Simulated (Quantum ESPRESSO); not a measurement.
```cif
data_O6Si3
_chemical_formula_sum 'O6 Si3'
_space_group_name_H-M_alt 'P 1'
_space_group_IT_number 1
_cell_length_a 4.91497
_cell_length_b 4.91497
_cell_length_c 5.43130
_cell_angle_alpha 90.000
_cell_angle_beta 90.000
_cell_angle_gamma 120.000
loop_
_space_group_symop_operation_xyz
  'x, y, z'
loop_
_atom_site_label
_atom_site_type_symbol
_atom_site_fract_x
_atom_site_fract_y
_atom_site_fract_z
_atom_site_occupancy
O1 O 0.26922 0.41339 0.78489 1
O2 O 0.58661 0.85583 0.11822 1
O3 O 0.14417 0.73078 0.45156 1
O4 O 0.41339 0.26922 0.21511 1
O5 O 0.85583 0.58661 0.88178 1
O6 O 0.73078 0.14417 0.54844 1
Si1 Si 0.53109 0.53109 0.00000 1
Si2 Si 0.46891 0.00000 0.33333 1
Si3 Si 0.00000 0.46891 0.66667 1
```

The geometry is that of Materials Project entry mp-7000, symmetrised and not relaxed again.

What does PBEsol (pw.x of Quantum ESPRESSO, ONCV potentials, no spin-orbit coupling) give for the electronic structure near the Fermi level?

The PBEsol gap is indirect, 5.87 eV, from K to Γ; the smallest direct gap is 6.17 eV.
